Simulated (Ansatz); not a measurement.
Ca:
```
Ca
1.0
    3.94062     0.00000     0.00000
   -1.97031     3.41268     0.00000
    0.00000     0.00000     6.45633
Ca
2
Direct
  0.66667   0.33333   0.25000
  0.33333   0.66667   0.75000
```

Relaxed with r²SCAN. Special points in fractions of this cell's reciprocal vectors: Γ (0.000, 0.000, 0.000); M (0.500, 0.000, 0.000); K (0.333, 0.333, 0.000); A (0.000, 0.000, 0.500); L (0.500, 0.000, 0.500); H (0.333, 0.333, 0.500).

List the band energies nearest the Fermi level at these points for the program Ansatz at the r²SCAN level (PAW).

In eV from the Fermi level; about four levels below and three above (degenerate sets whole), none deeper than 8.9 eV; points with the same levels are listed once.

```json
[
 {"k": "Γ", "below": "-4.31 -1.02 -0.40", "above": "2.56 2.57 2.57"},
 {"k": "M", "below": "-1.16 -0.84", "above": "0.29 0.49 1.47"},
 {"k": "K", "below": "-0.29 -0.27 -0.27", "above": "0.69 1.58 1.58"},
 {"k": "A", "below": "-3.26 -3.26", "above": "1.56 1.56 2.56 2.56 2.56 2.56"},
 {"k": "L", "below": "-0.67 -0.67 -0.02 -0.02", "above": "1.65 1.65 3.15 3.15"},
 {"k": "H", "below": "–", "above": "0.12 0.12 0.34 0.34"}
]
```

Space group P6_3/mmc (hcp (Mg type)). The workflow started from a Materials Project entry (that database holds measured and hypothetical structures alike); the Crystallography Open Database files this formula in space group No. 194, but the cells were not matched. It is not the phase usual at ambient conditions (space group No. 225). Symmetry was held in the r²SCAN relaxation; whether a distortion lowers the energy is not shown.

Potentials: the later of the program's two PAW sets.
